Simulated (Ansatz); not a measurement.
Relaxed candidate structures of SrHg:

A. Cmcm (No. 63), oS8; a = 4.213 Å, b = 11.942 Å, c = 5.080 Å, α = 90.00°, β = 90.00°, γ = 90.00°; Sr 4c (0.000, 0.140, 0.750); Hg 4c (0.000, 0.578, 0.250)

B. Pm-3m (No. 221), cP2, CsCl type; a = b = c = 3.9188 Å, α = β = γ = 90.00°; Sr 1b (0.500, 0.500, 0.500); Hg 1a (0.000, 0.000, 0.000)

Question: Order them by energy per atom (lowest first) at the level PBEsol (plane waves to 420 eV, PAW, scalar-relativistic; Ansatz, an electronic-structure program).

Answer: B (reference, the lowest among the structures calculated here), A (+0.03 eV/atom)

Each run could gain symmetry but not lose that of its start, so entries can be saddle points. From databases, or of a type measured for this composition: Pm-3m, cP2, CsCl type; the others are generated cells (placed on structure types, drawn at random, substituted or restacked) that were not matched to a known phase here. Static energies at zero pressure. Each cell has its own k-point mesh; energy differences are given only to the digits this allows. No spin polarisation in the result.
